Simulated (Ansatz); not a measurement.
Band table of AsRu (CsCl type)

```
Ru As
1.0
     3.04039    0.00000    0.00000
     0.00000    3.04039    0.00000
     0.00000    0.00000    3.04039
Ru As
1 1
Direct
  0.00000 0.00000 0.00000
  0.50000 0.50000 0.50000
```

The cell comes from a relaxation on PAW files under the same functional, begun from a prototype that needn't be the stable phase.

Level of theory: DFT with PBEsol, scalar-relativistic, in Ansatz 0.2.0; a Γ-centred 14×14×14 k mesh, Fermi–Dirac smearing of 0.1 eV, no spin polarisation. LAPW: all electrons, basis error target 1 meV/atom.

Path points, in fractions of the reciprocal vectors: Γ (0.000, 0.000, 0.000), X (0.000, 0.500, 0.000), M (0.500, 0.500, 0.000), R (0.500, 0.500, 0.500). The distance column jumps between branches of the path. Levels in eV from the Fermi level; bands 19 to 28, counted from the lowest band of the run. The gap is zero, the pressure -0.01 GPa.

```
# k(1/Å) point b19 b20 b21 b22 b23 b24 b25 b26 b27 b28
0.000 Γ -15.21 -4.60 -4.60 -1.09 -1.09 -1.09 0.26 0.26 0.26 6.00
0.148 - -15.13 -4.65 -4.57 -1.45 -1.45 -1.08 -0.09 0.69 0.69 6.37
0.295 - -14.88 -4.91 -4.49 -2.06 -2.06 -1.06 -0.70 1.51 1.51 7.03
0.443 - -14.50 -5.55 -4.36 -2.63 -2.63 -1.02 -0.95 2.44 2.44 7.47
0.590 - -13.99 -6.52 -4.20 -3.10 -3.10 -0.98 -0.72 3.42 3.42 7.49
0.738 - -13.41 -7.55 -4.06 -3.45 -3.45 -0.95 -0.25 4.40 4.40 6.89
0.886 - -12.87 -8.39 -3.95 -3.66 -3.66 -0.92 0.20 5.25 5.25 6.49
1.033 X -12.64 -8.74 -3.91 -3.73 -3.73 -0.91 0.38 5.64 5.64 6.35
1.181 - -12.61 -8.64 -3.86 -3.83 -3.68 -1.00 0.37 4.68 5.51 6.80
1.329 - -12.53 -8.35 -4.09 -3.72 -3.53 -1.23 0.34 3.44 5.14 7.22
1.476 - -12.40 -7.89 -4.45 -3.55 -3.29 -1.54 0.27 2.34 4.61 5.90
1.624 - -12.25 -7.29 -4.85 -3.46 -2.99 -1.85 0.19 1.44 3.99 4.87
1.771 - -12.11 -6.60 -5.20 -3.57 -2.68 -2.11 0.15 0.79 3.41 4.20
1.919 - -12.00 -5.91 -5.45 -3.90 -2.43 -2.28 0.16 0.39 2.98 3.85
2.067 M -11.96 -5.53 -5.53 -4.17 -2.33 -2.33 0.18 0.26 2.82 3.75
2.275 - -12.05 -6.04 -5.49 -3.73 -2.46 -2.28 0.14 0.49 3.13 3.98
2.484 - -12.41 -6.47 -5.36 -3.33 -2.69 -2.12 0.05 0.81 3.76 4.96
2.693 - -13.08 -6.23 -5.17 -3.24 -2.82 -1.88 0.00 0.84 4.04 6.67
2.902 - -13.88 -5.45 -4.97 -3.27 -2.70 -1.61 0.02 0.75 3.47 7.77
3.110 - -14.58 -4.78 -4.73 -2.90 -2.29 -1.35 0.11 0.63 2.30 7.91
3.319 - -15.05 -4.65 -4.59 -1.82 -1.63 -1.16 0.21 0.45 1.02 6.77
3.528 Γ -15.21 -4.60 -4.60 -1.09 -1.09 -1.09 0.26 0.26 0.26 6.00
3.784 - -14.97 -4.62 -4.62 -2.15 -1.52 -1.52 0.64 0.64 0.74 7.19
4.039 - -14.29 -4.71 -4.71 -3.47 -2.23 -2.23 0.97 1.26 1.26 9.58
4.295 - -13.32 -5.09 -5.09 -4.09 -2.60 -2.60 0.59 1.80 1.80 8.38
4.551 - -12.25 -5.85 -5.85 -3.79 -2.26 -2.26 -0.75 2.23 2.23 6.75
4.806 - -11.14 -6.64 -6.64 -3.93 -1.42 -1.42 -1.35 2.55 2.55 6.18
5.062 - -9.91 -7.18 -7.18 -5.95 -0.36 -0.36 0.72 2.73 2.73 5.15
5.318 R -8.86 -7.38 -7.38 -7.38 0.27 0.27 2.76 2.76 2.76 4.29
5.526 - -9.66 -7.26 -7.25 -6.31 -0.33 -0.06 1.69 1.72 3.51 4.28
5.735 - -10.67 -6.99 -6.86 -4.51 -1.32 -1.18 0.30 0.97 4.25 4.93
5.944 - -11.47 -6.90 -6.25 -2.51 -2.23 -2.13 -0.96 0.69 4.23 6.19
6.153 - -12.03 -7.33 -5.47 -2.96 -2.20 -2.17 -0.16 0.51 4.28 6.54
6.361 - -12.39 -8.01 -4.66 -3.49 -3.02 -1.61 0.40 2.08 4.48 7.24
6.570 - -12.58 -8.55 -4.00 -3.81 -3.55 -1.09 0.37 4.26 4.96 7.62
6.779 X -12.64 -8.74 -3.91 -3.73 -3.73 -0.91 0.38 5.64 5.64 6.35
8.240 R -8.86 -7.38 -7.38 -7.38 0.27 0.27 2.76 2.76 2.76 4.29
8.388 - -9.35 -7.31 -7.31 -6.75 -0.18 0.26 2.13 2.13 3.00 4.27
8.535 - -10.09 -7.13 -7.13 -5.60 -1.11 0.25 1.13 1.13 3.35 4.21
8.683 - -10.75 -6.84 -6.84 -4.28 -2.10 0.15 0.15 0.23 3.58 4.09
8.831 - -11.28 -6.46 -6.46 -2.96 -2.89 -0.75 -0.75 0.21 3.69 3.88
8.978 - -11.66 -6.05 -6.05 -3.62 -1.53 -1.53 -1.50 0.19 3.55 3.73
9.126 - -11.89 -5.69 -5.69 -4.03 -2.11 -2.11 -0.30 0.18 3.11 3.74
9.273 M -11.96 -5.53 -5.53 -4.17 -2.33 -2.33 0.18 0.26 2.82 3.75
```
